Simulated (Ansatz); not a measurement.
SbTe2O (P4/mmm)

Method: DFT PBE, scalar-relativistic, plane waves, PAW (Ansatz 0.2.0).

Plane waves to 420 eV, a k mesh through Γ of 12×12×8 on the computed 4-atom cell and Gaussian smearing (0.10 eV); no spin polarisation.

The structure is relaxed at this level of theory with its symmetry kept, and needn't be the ground state of this composition.

Space group P4/mmm (No. 123). a = 4.176 Å, b = 4.176 Å, c = 5.903 Å, α = 90.00°, β = 90.00°, γ = 90.00°
| atom | site | symmetry | x | y | z |
| --- | --- | --- | --- | --- | --- |
| Sb | 1a | 4/mmm | 0.0000 | 0.0000 | 0.0000 |
| Te | 1b | 4/mmm | 0.0000 | 0.0000 | 0.5000 |
| Te | 1c | 4/mmm | 0.5000 | 0.5000 | 0.0000 |
| O | 1d | 4/mmm | 0.5000 | 0.5000 | 0.5000 |

- Space group: P4/mmm (No. 123)
- Volume per atom: 25.74 Å³
- Formation energy from the elements' standard states (uncorrected): +0.429 eV/atom
- Kohn–Sham band gap: none (metal)
- Density of states at the Fermi level: 2.9 states/eV per cell
- Orbital (Löwdin) character within 0.5 eV of the Fermi level: Te 5p 58 %, O 2p 26 %, Sb 5p 11 %
- Bader charge by site (e): Sb (1 in the cell) 0.42, Te (1 in the cell) 0.34, Te (1 in the cell) 0.00, O (1 in the cell) -0.76

Spin-orbit coupling is left out, which matters for the bands of heavy elements. Spin polarisation was left out, and a magnetic state may lie lower.

Another cell of SbTe2O relaxed alike, in P6/mmm, lies 0.48 eV/atom lower, so this cell isn't the stable form at this level.

The cell was found from a structure generator's guess, not taken from experiment. Löwdin shares on free-atom orbitals overweight diffuse shells.
